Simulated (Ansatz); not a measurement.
NbPO₅:
```cif
data_Nb2O10P2
_chemical_formula_sum 'Nb2 P2 O10'
_space_group_name_H-M_alt 'P 1'
_space_group_IT_number 1
_cell_length_a 6.44851
_cell_length_b 6.44851
_cell_length_c 4.07197
_cell_angle_alpha 90.000
_cell_angle_beta 90.000
_cell_angle_gamma 90.000
loop_
_space_group_symop_operation_xyz
  'x, y, z'
loop_
_atom_site_label
_atom_site_type_symbol
_atom_site_fract_x
_atom_site_fract_y
_atom_site_fract_z
_atom_site_occupancy
Nb1 Nb 0.50000 0.00000 0.22144 1
Nb2 Nb 0.00000 0.50000 0.77856 1
P1 P 0.00000 0.00000 0.50000 1
P2 P 0.50000 0.50000 0.50000 1
O1 O 0.00000 0.80492 0.71636 1
O2 O 0.69508 0.50000 0.71636 1
O3 O 0.00000 0.19508 0.71636 1
O4 O 0.30492 0.50000 0.71636 1
O5 O 0.50000 0.69508 0.28364 1
O6 O 0.19508 0.00000 0.28364 1
O7 O 0.50000 0.30492 0.28364 1
O8 O 0.80492 0.00000 0.28364 1
O9 O 0.00000 0.50000 0.21300 1
O10 O 0.50000 0.00000 0.78700 1
```

Relaxed with PBEsol. DFT-PBEsol in the program Ansatz with PAW potentials gives a gap of 3.28 eV.

Problem. What gap does HSE06 give on the same cell (Ansatz, PAW)?

Solution. 4.90 eV, 1.62 eV more. The hybrid was solved on a coarser mesh and at special points; its gap is the smallest among all of these.

```tsv
k	v1 PBEsol	c1 PBEsol	v1 HSE06	c1 HSE06
Γ	0.00	3.60	0.00	5.24
Z	-0.09	3.54	(withheld)	(withheld)
M	-0.62	3.28	-0.65	4.90
A	-0.27	3.50	(withheld)	(withheld)
R	-0.04	3.68	(withheld)	(withheld)
X	-0.51	3.61	(withheld)	(withheld)
```

Problem. Top valence (v1) and lowest conduction level (c1) in eV from each method's valence maximum (which need not be a listed point): supply the withheld HSE06 values.

Solution. 
- A, v1 HSE06: -0.29
- A, c1 HSE06: 5.11
- R, v1 HSE06: -0.02
- R, c1 HSE06: 5.30
- X, v1 HSE06: -0.53
- X, c1 HSE06: 5.22
- Z, v1 HSE06: -0.06
- Z, c1 HSE06: 5.18

Cost on shared cores: the PBEsol run (SCF on a 5×5×7 mesh, then bands and DOS) around 4 core-minutes (rough), the HSE06 run (SCF on 3×3×4, then a few points) very roughly 11 core-minutes; the tasks are unlike.

Space group P4/nmm. The workflow started from a Materials Project entry (that database holds measured and hypothetical structures alike); the Crystallography Open Database files this formula in space group No. 129, but the cells were not matched. Its standing as an ambient phase is unchecked. The PBEsol relaxation kept the symmetry of its start; whether a distortion lowers the energy is not shown. No spin polarisation was allowed. Spin–orbit coupling is left out wherever it is not named.

Potentials: the later of the program's two PAW sets.
